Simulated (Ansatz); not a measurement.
OsBr3 in the ReO3-type structure

The computed numbers are results of PBEsol, scalar-relativistic (collinear spin) in the plane-wave PAW code Ansatz at 420 eV, 6×6×6 k-mesh, Gaussian smearing of 0.05 eV; PAW files: Ansatz's generated set soft_2.

```cif
data_structure
_symmetry_space_group_name_H-M 'Pm-3m'
_symmetry_Int_Tables_number 221
_cell_length_a 5.0260
_cell_length_b 5.0260
_cell_length_c 5.0260
_cell_angle_alpha 90.000
_cell_angle_beta 90.000
_cell_angle_gamma 90.000
_cell_volume 126.96
loop_
_atom_site_label
_atom_site_type_symbol
_atom_site_symmetry_multiplicity
_atom_site_Wyckoff_symbol
_atom_site_fract_x
_atom_site_fract_y
_atom_site_fract_z
_atom_site_occupancy
Os1 Os 1 a 0.00000 0.00000 0.00000 1
Br1 Br 3 d 0.50000 0.00000 0.00000 1
```

The cell came from substitution into a structure type; whether the compound takes it is for experiment to say. The ideal cubic cell shuts out tilts of the octahedra, which such structures often take.

Magnetic state: ferromagnetic, site spin moments Os 1.20; Br 0.12 μB.

The cell above was scaled in volume, its shape and atoms being fixed by the lattice's symmetry. Energies are counted from the cell above.

The cell is relaxed to zero pressure at this level.

| V (Å³/atom) | ΔE (meV/atom) | P (GPa) | largest moment (μB) |
| --- | --- | --- | --- |
| 30.47 | 9.3 | 2.5 | 1.17 |
| 31.11 | 2.1 | 1.1 | 1.18 |
| 31.74 | 0.0 | -0.1 | 1.20 |
| 32.37 | 2.4 | -1.1 | 1.21 |
| 33.01 | 8.8 | -2.1 | 1.24 |

Question: What do the points give for the equilibrium volume, the bulk modulus and its pressure derivative (third-order Birch–Murnaghan)?

Answer: V0 = 31.71 Å³/atom, B0 = 57 GPa, B0′ isn't fixed: the energies give 4.3, and a fit of the pressures differs by over 0.35.

B0·V0 = 57.2 GPa × 31.71 Å³ = 11.33 eV/atom sets the scale: near the minimum ΔE ≈ ½ B0 V0 x², with x = V/V0 − 1, and a pressure of 0.6 GPa squeezes the volume by about 1 %. At the ends of the curve: x = −3.9 % predicts 8.7 meV/atom and the run gives 9.3; x = +4.1 % predicts 9.5 meV/atom and the run gives 8.8. Compression costs more and expansion less than the parabola says, since the crystal stiffens as it shrinks; B0′ measures that.

Scalar-relativistic only: spin–orbit splittings of the heavy atoms' levels are missing. The run wasn't fully tested for a lower electronic state. Site moments are of spin, integrated over atomic spheres. A displaced or strained copy of the relaxed cell lay 0.6 meV/atom lower, so on this mesh the structure isn't a minimum; in a metal a finer mesh can change so small a difference. Only parallel moments were tried, so the real magnetic order may be another.
